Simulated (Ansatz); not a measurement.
## Profile along the N–B line in BN (zinc blende)

BN (zinc blende)

```yaml
crystal:
  lattice:
    - [0.00000, 1.80285, 1.80285]
    - [1.80285, 0.00000, 1.80285]
    - [1.80285, 1.80285, 0.00000]
  atoms:
    - { symbol: N, position: [0.75000, 0.75000, 0.75000] }
    - { symbol: B, position: [0.00000, 0.00000, 0.00000] }
```

Fields along a shortest N–B line of a {110} plane (1.56 Å), from N to B, interpolated on the slice's grid (step about 0.1 Å). The numbers are results of PBEsol (plane waves to 420 eV, PAW, scalar-relativistic; Ansatz, a first-principles code), not measurements. k mesh 16×16×16. These are valence fields of a PAW run, semicore shells included where kept as valence: close to a nucleus they are smooth pseudo fields. BN was relaxed with its symmetry unable to fall.

```json
[
 {"distance from N (Å)": "0.00", "valence electron density (e/Å³)": "3.56", "electron localisation function": "x"},
 {"distance from N (Å)": "0.16", "valence electron density (e/Å³)": "3.69", "electron localisation function": "x"},
 {"distance from N (Å)": "0.31", "valence electron density (e/Å³)": "3.62", "electron localisation function": "0.46"},
 {"distance from N (Å)": "0.47", "valence electron density (e/Å³)": "2.85", "electron localisation function": "0.80"},
 {"distance from N (Å)": "0.62", "valence electron density (e/Å³)": "1.97", "electron localisation function": "0.91"},
 {"distance from N (Å)": "0.78", "valence electron density (e/Å³)": "1.43", "electron localisation function": "0.93"},
 {"distance from N (Å)": "0.94", "valence electron density (e/Å³)": "1.16", "electron localisation function": "0.90"},
 {"distance from N (Å)": "1.09", "valence electron density (e/Å³)": "0.95", "electron localisation function": "0.67"},
 {"distance from N (Å)": "1.25", "valence electron density (e/Å³)": "0.67", "electron localisation function": "0.16"},
 {"distance from N (Å)": "1.40", "valence electron density (e/Å³)": "0.35", "electron localisation function": "x"},
 {"distance from N (Å)": "1.56", "valence electron density (e/Å³)": "0.25", "electron localisation function": "x"}
]
```

x: too close to a nucleus for the ELF to mean much.

Density on the N–B line (1.56 Å) at its midpoint: 1.43 e/Å³. ELF at that point: 0.9. ELF maximum in the middle third of the N–B line: 0.93, 0.8 Å from N.
